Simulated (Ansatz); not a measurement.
PNO:
Space group I2₁2₁2₁ (No. 24); a = 4.446 Å, b = 4.773 Å, c = 7.025 Å, α = 90.00°, β = 90.00°, γ = 90.00°

| atom | site | symmetry | x | y | z |
|---|---|---|---|---|---|
| P | 4c | ..2 | 0.0000 | 0.2500 | 0.6391 |
| N | 4a | 2.. | 0.3555 | 0.0000 | 0.2500 |
| O | 4b | .2. | 0.2500 | 0.6247 | 0.0000 |
(The calculation used a cell of 6 atoms; values per cell refer to that cell.)

Relaxed with r²SCAN.

Problem. Which orbitals make up the states near the band edges in r²SCAN (plane waves, PAW; program Ansatz)?

Solution. Top 1 eV of the valence band: N 2p 87 %, O 2p 6 %. Bottom 1 eV of the conduction band: P 3p 48 %, P 3s 11 %, O 2s 8 %, N 2p 8 %, N 2s 6 %, outside the projected shells 16 %. Projections are on Löwdin-orthogonalised atomic valence shells; empty p or d shells of many metals are not among them.

Problem. Tabulate the density of states.

Solution. States/eV per cell of 6 atoms, in 0.25 eV bins, energy from the valence-band maximum.

```
E (eV)  total  N 2p  O 2p  P 3p
------  -----  ----  ----  ----
-7.86    5.18  2.04  1.38  1.54
-7.61    2.04  0.88  0.47  0.61
-7.36    0.54  0.28  0.08  0.17
-7.11    0.06  0.03  0.00  0.02
-6.86    0.00  0.00  0.00  0.00
-6.61    0.00  0.00  0.00  0.00
-6.36    0.00  0.00  0.00  0.00
-6.11    0.00  0.00  0.00  0.00
-5.86    0.15  0.01  0.10  0.02
-5.61    2.39  0.25  1.66  0.22
-5.36    4.21  0.44  3.08  0.28
-5.11    2.94  0.33  2.16  0.18
-4.86    3.17  0.42  2.29  0.19
-4.61    4.06  0.60  2.96  0.21
-4.36    3.03  0.61  2.07  0.13
-4.11    2.67  0.55  1.84  0.10
-3.86    1.36  0.26  0.98  0.04
-3.61    2.94  0.40  2.32  0.09
-3.36    2.89  0.58  2.08  0.12
-3.11    1.91  0.33  1.43  0.08
-2.86    0.60  0.20  0.32  0.04
-2.61    1.87  1.03  0.59  0.12
-2.36    5.34  3.48  1.04  0.35
-2.11    5.70  3.82  0.89  0.32
-1.86    4.09  2.59  0.78  0.18
-1.61    2.51  1.67  0.51  0.12
-1.36    2.43  1.73  0.43  0.11
-1.11    1.73  1.38  0.19  0.06
-0.86    0.72  0.59  0.08  0.02
-0.61    3.32  2.83  0.26  0.10
-0.36    3.37  2.99  0.14  0.11
-0.11    0.59  0.54  0.02  0.02
0.14     0.00  0.00  0.00  0.00
0.39     0.00  0.00  0.00  0.00
0.64     0.00  0.00  0.00  0.00
0.89     0.00  0.00  0.00  0.00
1.14     0.00  0.00  0.00  0.00
1.39     0.00  0.00  0.00  0.00
1.64     0.00  0.00  0.00  0.00
1.89     0.00  0.00  0.00  0.00
2.14     0.00  0.00  0.00  0.00
2.39     0.00  0.00  0.00  0.00
2.64     0.00  0.00  0.00  0.00
2.89     0.00  0.00  0.00  0.00
3.14     0.00  0.00  0.00  0.00
3.39     0.00  0.00  0.00  0.00
3.64     0.00  0.00  0.00  0.00
3.89     0.00  0.00  0.00  0.00
4.14     0.00  0.00  0.00  0.00
4.39     0.00  0.00  0.00  0.00
4.64     0.00  0.00  0.00  0.00
4.89     0.00  0.00  0.00  0.00
5.14     0.00  0.00  0.00  0.00
5.39     0.00  0.00  0.00  0.00
5.64     0.00  0.00  0.00  0.00
5.89     0.14  0.01  0.00  0.07
6.14     1.00  0.06  0.02  0.54
6.39     1.97  0.15  0.05  1.00
6.64     2.65  0.23  0.09  1.20
6.89     2.15  0.19  0.10  0.86
7.14     3.10  0.28  0.17  1.21
7.39     3.22  0.22  0.23  1.27
7.64     2.56  0.19  0.17  1.10
7.89     4.15  0.37  0.30  1.97
8.14     2.31  0.22  0.16  0.99
8.39     0.98  0.08  0.07  0.41
8.64     3.61  0.29  0.27  1.46
8.89     3.09  0.22  0.24  1.07
9.14     2.92  0.18  0.22  0.99
9.39     2.35  0.14  0.15  0.68
9.64     2.70  0.19  0.16  0.81
9.89     0.93  0.08  0.05  0.26
10.14    4.96  0.37  0.33  1.45
10.39    2.45  0.20  0.15  0.65
10.64    1.28  0.10  0.08  0.31
```

Space group I2_12_12_1. The workflow started from a Materials Project entry (that database holds measured and hypothetical structures alike); the Crystallography Open Database copy checked does not list it. Its standing as an ambient phase is unchecked. The cell was relaxed with r²SCAN under the symmetry of its start; its stability against distortions is not shown here.

Potentials: the later of the program's two PAW sets.
